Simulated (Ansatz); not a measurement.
Space group P4/nmm:1 (No. 129). a = 3.542 Å, b = 3.542 Å, c = 6.240 Å, α = 90.00°, β = 90.00°, γ = 90.00°
| atom | site | symmetry | x | y | z |
| --- | --- | --- | --- | --- | --- |
| Mn | 2a | -4m2 | 0.0000 | 0.0000 | 0.0000 |
| Mn | 2c | 4mm | 0.5000 | 0.0000 | 0.6467 |
| As | 2c | 4mm | 0.5000 | 0.0000 | 0.2629 |

Equation of state of this Mn2As structure (not necessarily the ground state), with shape and atoms relaxed at each volume where symmetry leaves them free. It has no gap at any of these volumes. Theory: DFT PBEsol, scalar-relativistic, plane waves, PAW (Ansatz).

Plane waves to 420 eV, a k mesh through Γ of 10×10×6 on the computed 6-atom cell and Gaussian smearing (0.10 eV); collinear spin.

| V (Å³/atom) | E − E(largest V) (meV/atom) | P (GPa) |
| --- | --- | --- |
| 12.267 | 3.73 | 9.62 |
| 12.658 | -14.35 | 4.70 |
| 13.050 | -20.66 | 0.01 |
| 13.441 | -15.18 | -4.34 |
| 13.833 | 0.00 | -7.91 |

Question: Fit a third-order Birch–Murnaghan equation to E(V).

Answer: V0 = 13.06 Å³/atom, B0 = 152 GPa, B0' = 2.0.

Only parallel moments were tried here.

Cost: 5 runs of about 27 core-minutes in all, on Arm Neoverse V1 (shared hosts).